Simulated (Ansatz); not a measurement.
## K2S with Br replacing S: do the settings matter for the field gradients?

Cell: a supercell of K2S (antifluorite type, Fm-3m) built from a computed structure from the Materials Project (it need not be an observed phase), with all atoms left at the host's positions.

```
CELL_PARAMETERS angstrom
0.00000 7.41388 7.41388
7.41388 0.00000 7.41388
7.41388 7.41388 0.00000
ATOMIC_POSITIONS crystal
K 0.37500 0.37500 0.37500
K 0.37500 0.37500 0.87500
K 0.37500 0.87500 0.37500
K 0.37500 0.87500 0.87500
K 0.87500 0.37500 0.37500
K 0.87500 0.37500 0.87500
K 0.87500 0.87500 0.37500
K 0.87500 0.87500 0.87500
K 0.12500 0.12500 0.12500
K 0.12500 0.12500 0.62500
K 0.12500 0.62500 0.12500
K 0.12500 0.62500 0.62500
K 0.62500 0.12500 0.12500
K 0.62500 0.12500 0.62500
K 0.62500 0.62500 0.12500
K 0.62500 0.62500 0.62500
Br 0.00000 0.00000 0.00000
S 0.00000 0.00000 0.50000
S 0.00000 0.50000 0.00000
S 0.00000 0.50000 0.50000
S 0.50000 0.00000 0.00000
S 0.50000 0.00000 0.50000
S 0.50000 0.50000 0.00000
S 0.50000 0.50000 0.50000
```

Atoms are numbered from 1 in the order listed; like atoms form one site, named after its first atom.

Reference run. Method: Kohn–Sham DFT in Ansatz, PBE, plane waves and PAW, scalar-relativistic, 420 eV cutoff, Γ-centred 2×2×2 k-points, Fermi–Dirac smearing 0.01 eV, cell charge +1.

**Question.** The input is changed as follows: `basis.ecutwfc`: not typed → 120 eV; `scf.max_iter`: not typed → 80. What happens to V_zz (10²¹ V/m²) and η?

**Answer.** 

```tsv
site	atom	V_zz reference	η reference	V_zz changed	η changed
K1	1	-0.13	0.00	-0.074	0.00
K4	4	1.47	0.00	0.93	0.00
Br	17	0.00	–	0.00	–
S18	18	1.40	0.28	1.15	0.29
```

The largest change of V_zz is on K4, from 1.47 to 0.93. In per cent, |V_zz| changes by -37 on K, -18 on S (all sites that start above 0.5). Other sites without a gradient aren't listed. SCF iterations: 8 and 10. New warnings: cutoff below recommended. The changed input holds a cutoff far too low, so its numbers aren't properties of the crystal.

On the reference run: The defect repeats with the cell of 24 atoms, so it feels its images: sites between two images don't show the values beside a lone defect, and zeros or small values of η there can come from the images' arrangement. A uniform background compensates the cell's charge. The neighbours have not yet relaxed around the defect (largest force 0.54 eV/Å), so a real crystal will differ.
